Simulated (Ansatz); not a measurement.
Al$_{12}$W (space group Im-3)

```
Al12W
1.0
   -3.76905     3.76905     3.76905
    3.76905    -3.76905     3.76905
    3.76905     3.76905    -3.76905
Al W
12 1
Direct
  0.30860   0.18579   0.49439
  0.69140   0.81421   0.50561
  0.69140   0.18579   0.87719
  0.30860   0.81421   0.12281
  0.49439   0.30860   0.18579
  0.50561   0.69140   0.81421
  0.87719   0.69140   0.18579
  0.12281   0.30860   0.81421
  0.18579   0.49439   0.30860
  0.81421   0.50561   0.69140
  0.18579   0.87719   0.69140
  0.81421   0.12281   0.30860
  0.00000   0.00000   0.00000
```

The slice is a {211} plane (indices of the conventional cell) through the point (0.309, 0.814, 0.123) (fractional), spanned by u = [111] and v = [1 0 -1] in vectors of this cell: u (6.53 Å) and v (10.66 Å, at 90° to u). It covers one period; positions are fractions (u, v).

These are PBEsol (plane waves to 420 eV, PAW, scalar-relativistic; Ansatz, a first-principles code) values and carry that method's errors. k mesh 7×7×7. These are valence fields of a PAW run, semicore shells included where kept as valence: close to a nucleus they are smooth pseudo fields. Al12W is run without spin polarisation. Al12W was relaxed with its symmetry unable to fall. Spin-orbit coupling is left out, though W is heavy.

Q: Sketch the electron localisation function (ELF) on this plane as a map.

A: 
```
|x =+:..-*%%%*++= |
|-=*=-:-+%@@#=-=++|
|*++==+*%@@@#=-=+*|
|==-=+#%%@@%#+++*+|
|=-=+#%%%#####*=++|
|+=+#@@#*++#%%-  =|
|%##@@%*=-=*%%.xx+|
|@%%@@#+::=*%%- .%|
|%%###*-::=#%%%*#@|
|#*++*+=-=+#%%%%%#|
|*+*******+*%@%%#*|
|***####%%+-#@@@#*|
|*##*+*#%@#=#@@@+-|
|#%+-::=*%%*#%@%--|
|%#--+=:=##***#*=+|
|%+:*%%=-*#*+++++#|
|#=:*@%=-#%*+++++#|
|#+:-*+:=%%**#***#|
|##+-::-*%%*#%%%++|
|=%#++*#%%#*#%@#  |
|.*##%%@@%+==#%+xx|
|-****-:+*=::=**..|
|#*++:xx +=:..=*#%|
|%#*#-xx #*-..:+%@|
|@%%@%: +@%*=::+#@|
|+#@@@#+#%%%#+=+##|
|x #%#+==*%@@#+*+ |
|xx=*=:.:+%@@#**-x|
```
Scale: ten equal steps from 0.04 (start of ' ') to 0.77 (end of '@'), in the order ' .:-=+*#%@'. Values: electron localisation function (ELF). The map has 17 points along u (one character each, u = 0 at the left) and 28 along v (v = 0 in the bottom row). Points within 0.5 Å of a nucleus are blanked (x), as the pseudised field means little there.
